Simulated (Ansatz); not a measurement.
Input:

MgO:
```cif
data_Mg2O2
_chemical_formula_sum 'Mg2 O2'
_space_group_name_H-M_alt 'P 1'
_space_group_IT_number 1
_cell_length_a 3.27193
_cell_length_b 3.27193
_cell_length_c 4.91885
_cell_angle_alpha 90.000
_cell_angle_beta 90.000
_cell_angle_gamma 120.000
loop_
_space_group_symop_operation_xyz
  'x, y, z'
loop_
_atom_site_label
_atom_site_type_symbol
_atom_site_fract_x
_atom_site_fract_y
_atom_site_fract_z
_atom_site_occupancy
Mg1 Mg 0.33333 0.66667 0.00192 1
Mg2 Mg 0.66667 0.33333 0.50192 1
O1 O 0.33333 0.66667 0.40268 1
O2 O 0.66667 0.33333 0.90268 1
```

This is the LDA-relaxed structure.

Problem. All from the program Ansatz at the LDA level (PAW), unless another level is named. Estimate the static dielectric constant ε0 (ions relaxed, cell fixed).

Solution. 5.39 (xx = yy), 7.28 (zz).

Problem. What about the Born charges (a third of the trace)?

Solution. Mg +1.83, O -1.83 e.

Problem. What about the largest static χ(2) component?

Solution. 5.2 pm/V.

Space group P6_3mc (wurtzite). The workflow started from a Materials Project entry (that database holds measured and hypothetical structures alike); the Crystallography Open Database copy checked does not list it. It is not the phase usual at ambient conditions (space group No. 225). The cell was relaxed with LDA under the symmetry of its start; phonons on a q-mesh show no instability.

Potentials: the earlier of the program's two PAW sets.
